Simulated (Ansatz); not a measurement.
GaN:
```
CELL_PARAMETERS angstrom
      3.11890     0.00000     0.00000
     -1.55945     2.70105     0.00000
      0.00000     0.00000     7.36783
ATOMIC_POSITIONS crystal
  Ga 0.50000 0.00000 0.50000
  Ga 0.00000 0.50000 0.16667
  Ga 0.50000 0.50000 0.83333
  N  0.50000 0.00000 0.00000
  N  0.00000 0.50000 0.66667
  N  0.50000 0.50000 0.33333
```

Relaxed with HSE06. Special points in fractions of this cell's reciprocal vectors: Γ (0.000, 0.000, 0.000); M (0.500, 0.000, 0.000); K (0.333, 0.333, 0.000); A (0.000, 0.000, 0.500); L (0.500, 0.000, 0.500); H (0.333, 0.333, 0.500).

**Question.** List the band energies nearest the valence-band maximum at these points for HSE06 (plane waves, PAW; program Ansatz).

**Answer.** In eV from the valence-band maximum; about four levels below and three above (degenerate sets whole), none deeper than 8.9 eV; points with the same levels are listed once.

| k | below | above |
|---|---|---|
| Γ | -0.32 -0.32 -0.16 -0.05 | 2.69 5.75 5.75 |
| M | -2.25 -2.08 -1.57 -1.35 | 4.04 5.94 6.05 |
| K | -4.09 -4.09 -2.59 -1.60 -1.60 | 5.89 6.36 6.36 |
| A | -0.35 -0.17 -0.17 0.00 | 4.54 4.54 5.74 |
| L | -2.09 -1.76 -1.55 -1.36 | 4.84 5.71 5.87 |
| H | -3.62 -3.62 -2.46 -1.16 | 5.95 7.60 7.60 |

Space group P6_222. The cell is a constructed one: a structure type filled with these elements; neither database checked (COD, Materials Project) lists it. It is not the phase usual at ambient conditions (space group No. 186, 216). The cell was relaxed with HSE06 under the symmetry of its start; whether a distortion lowers the energy is not shown. The hybrid was solved on a coarse mesh, the path and, where they were found, the r²SCAN edge points; its band edges are the extreme levels among these. Scalar-relativistic: spin–orbit coupling is off unless named, which matters more the heavier the elements.

Potentials: the later of the program's two PAW sets.
